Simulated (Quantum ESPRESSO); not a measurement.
## Calculated data, GaGe2SN3 (made-up cell, one site empty)

Calculation on a made-up crystal cell, not a measurement: periodic Kohn-Sham density functional theory in plane waves with PseudoDojo standard norm-conserving scalar-relativistic pseudopotentials, each functional with its own files (v0.5 for PBE, v0.4.1 for LDA and PBEsol), no spin polarisation, no spin-orbit coupling, atoms not relaxed, stress positive in tension, energies less a fixed whole-eV offset for each atom's element; levels are Kohn-Sham levels at fractions of this cell's reciprocal vectors, counted from the reference band (half the neutral cell's valence electrons, rounded up) at Gamma; error bars cover cutoff and k-mesh only, not smearing or the files; each bar is the largest change over components, and at least 0.002 eV, 0.002 eV per angstrom or 0.02 GPa; added strain carries the atoms with the cell, and shear is the tensor component; energies are for the whole cell, and the offsets were chosen from early runs and are not element reference energies. Program: Quantum ESPRESSO 7.5.

GaGe2SN3 (made-up cell, one site empty)

```xyz
7
Lattice="4.6749 0.0201 -0.0139 0.0201 4.7279 -0.0092 -0.0139 -0.0092 4.6556" Properties=species:S:1:pos:R:3 GaGe2SN3
Ge     0.0537    -0.0209    -0.0452
Ge    -0.1390     2.3573     2.2798
Ga     2.3234     2.3652     0.0430
S      1.1009     1.2321     1.2012
N      1.1809     3.5730     3.4078
N      3.5850     1.1403     3.5191
N      3.5196     3.5433     1.1395
```

- lattice type: zincblende/diamond
- empty site: 3
- functional: pbe
- cutoff: 1143 eV
- fermi dirac smearing: 0.025 eV
- scf tolerance: 1e-07 eV
- electrons removed: 0
- k mesh: 4 x 4 x 4, shifted by half a step
- free energy less offsets: 6.074 eV
- scf iterations: 12
- smearing term minus ts: 0 eV
- pressure: 2.451 GPa
- stress xx: -6.646 GPa
- stress yy: 0.086 GPa
- stress zz: -0.7938 GPa
- stress yz: -9.656 GPa
- stress xz: 6.604 GPa
- stress xy: -3.095 GPa
- reference band: 31
- error bar energy: 0.003347 eV
- error bar stress: 0.02 GPa
- error bar force: 0.003403 eV/Å
- error bar next band up: 0.002 eV
- error bars from: tighter rerun of a related cell

Atoms:
| atoms element | atom site | atom energy offset (eV) |
| --- | --- | --- |
| Ge | 1 | -2430 |
| Ge | 2 | -2430 |
| Ga | 4 | -2080 |
| S | 5 | -302 |
| N | 6 | -283 |
| N | 7 | -283 |
| N | 8 | -283 |

Forces:
| site | x (eV/Å) | y (eV/Å) | z (eV/Å) |
| --- | --- | --- | --- |
| 1 | -3.565 | -4.1 | -3.991 |
| 2 | -3.686 | 4.484 | 5.292 |
| 4 | 3.629 | 3.553 | -4.318 |
| 5 | 3.847 | -4.059 | 2.504 |
| 6 | -0.9805 | -0.7871 | 0.9183 |
| 7 | 0.05359 | 1.016 | 0.1358 |
| 8 | 0.7017 | -0.1067 | -0.5408 |

Levels:
| level k point | next band up (eV) |
| --- | --- |
| Gamma | 0.7157 |
| (1/2,1/2,1/2) | 1.032 |
| (0.15,0,0) | 1.324 |
| (0,0.15,0) | 1.345 |
| (0,0,0.15) | 1.374 |
